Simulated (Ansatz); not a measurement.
The start is a relaxed TaGe2 cell, doubled along one cell vector, shaken by Gaussian noise of σ = 0.08 Å a coordinate. A full variable-cell relaxation at zero pressure is run with r2SCAN (plane waves to 500 eV, PAW, scalar-relativistic; Ansatz, a first-principles code). The first steps use a coarse 4×7×10 k-mesh.

Input geometry:
```
TaGe2
1.0
   -3.37823     3.37823     8.45716
    1.68912    -1.68912     4.22858
    1.68912     1.68912    -4.22858
Ta Ge
2 4
Direct
  0.00216   0.98869   0.99975
  0.49917   0.99502   0.02891
  0.18498   0.33059   0.97579
  0.66637   0.33812   0.00159
  0.31690   0.71011   0.99648
  0.83012   0.70800   0.03590
```

What pressure does the first self-consistent step give?

+5 GPa (positive: the cell is compressed).

What is the largest force in the starting geometry, and on which atom (counted from 1)?

About 2.6 eV/Å, on Ta2 (atoms numbered as listed).

By how much does the energy per atom fall from start to end?

0.10 eV/atom.

Does it find its way back to the structure it was made from?

The parent structure is recovered, I4/mmm (No. 139).

How do the shortest distances between atoms change?

The closest pairs of elements (up to four, under 3.6 Å), start → end: Ge–Ta 2.52 → 2.76 Å; Ge–Ge 2.65 → 2.77 Å; Ta–Ta 3.35 → 3.38 Å.

Final structure:

```cif
data_Ge4Ta2
_chemical_formula_sum 'Ta2 Ge4'
_space_group_name_H-M_alt 'I4/mmm'
_space_group_IT_number 139
_space_group_name_Hall '-I 4 2'
_cell_length_a 3.37807
_cell_length_b 3.37807
_cell_length_c 8.45861
_cell_angle_alpha 90.000
_cell_angle_beta 90.000
_cell_angle_gamma 90.000
loop_
_atom_site_label
_atom_site_type_symbol
_atom_site_symmetry_multiplicity
_atom_site_Wyckoff_symbol
_atom_site_fract_x
_atom_site_fract_y
_atom_site_fract_z
_atom_site_occupancy
Ta1 Ta 2 b 0.00000 0.00000 0.50000 1
Ge1 Ge 4 e 0.00000 0.00000 0.16381 1
```
(The calculation used a cell of 3 atoms; values per cell refer to that cell.)

Final values are on a 15×15×15 k-mesh of the relaxed cell. No spin polarisation in the result. The relaxed primitive cell holds an odd number of electrons. A magnetic state may lie lower.

The relaxed structure here is a generated cell of TaGe2: the first start was made by placing the elements on the sites of a structure type, and the end was not matched to a known phase here, so it may be hypothetical.
